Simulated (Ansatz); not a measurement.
The relaxed structure here is a generated cell of Cs2P3: the first start was made by placing the elements on the sites of a structure type, and the end was not matched to a known phase here, so it may be hypothetical.

A relaxed cell of Cs2P3 (P4/mbm (No. 127)), relaxed on a k-mesh at least as fine as the one used below. Computed with r2SCAN (plane waves to 500 eV, PAW, scalar-relativistic; Ansatz, an electronic-structure program). Γ-centred k-mesh 3×3×6 on the run's cell (coarser than for final values), Fermi–Dirac smearing 0.05 eV.

```
Cs2P3
1.0
   10.14764     0.00000     0.00000
    0.00000    10.14764     0.00000
    0.00000     0.00000     3.70592
P Cs
6 4
Cartesian
  5.07382   5.07382   0.00000
  0.00000   0.00000   0.00000
  5.76243   0.68861   1.85296
  0.68861   4.38522   1.85296
  9.45904   5.76243   1.85296
  4.38522   9.45904   1.85296
  7.93749   2.86367   0.00000
  2.86367   2.21016   0.00000
  7.28398   7.93749   0.00000
  2.21016   7.28398   0.00000
```

The atoms are displaced by (Å):

```
atom      ux      uy      uz
----  ------  ------  ------
P1    -0.033  -0.051   0.065
P2    -0.138  -0.028   0.087
P3     0.033   0.122   0.014
P4    -0.033  -0.147   0.074
P5    -0.099  -0.031  -0.113
P6    -0.156  -0.030   0.054
Cs7    0.095   0.047  -0.138
Cs8   -0.082  -0.091   0.015
Cs9   -0.056  -0.009  -0.096
Cs10  -0.116  -0.069  -0.074
```

Question: What forces (eV/Å) and pressure result?

Answer: 
| atom | Fx | Fy | Fz |
|---|---|---|---|
| P1 | -0.02 | -0.03 | 0.03 |
| P2 | 0.06 | -0.03 | 0.06 |
| P3 | -2.84 | -2.83 | 0.02 |
| P4 | -1.81 | 2.19 | -0.48 |
| P5 | 1.99 | -1.90 | 0.34 |
| P6 | 2.94 | 2.73 | -0.17 |
| Cs7 | -0.33 | -0.18 | 0.11 |
| Cs8 | 0.10 | 0.00 | 0.02 |
| Cs9 | -0.14 | 0.05 | 0.03 |
| Cs10 | 0.05 | 0.01 | 0.04 |

Pressure -1.8 GPa.

Question: Estimate the energy cost of the displacement in the harmonic approximation and compare with the calculation.

Answer: For a harmonic well ΔE = −½ Σ F·u = 0.764 eV a cell, or 76 meV/atom. The calculated energy relative to the undisplaced cell is +0.08 eV/atom, so the harmonic estimate holds well.

The undisplaced cell is probably no minimum: from this displacement the run went on to C2/m (No. 12), 0.68 eV/atom below it.

No spin polarisation in the result.
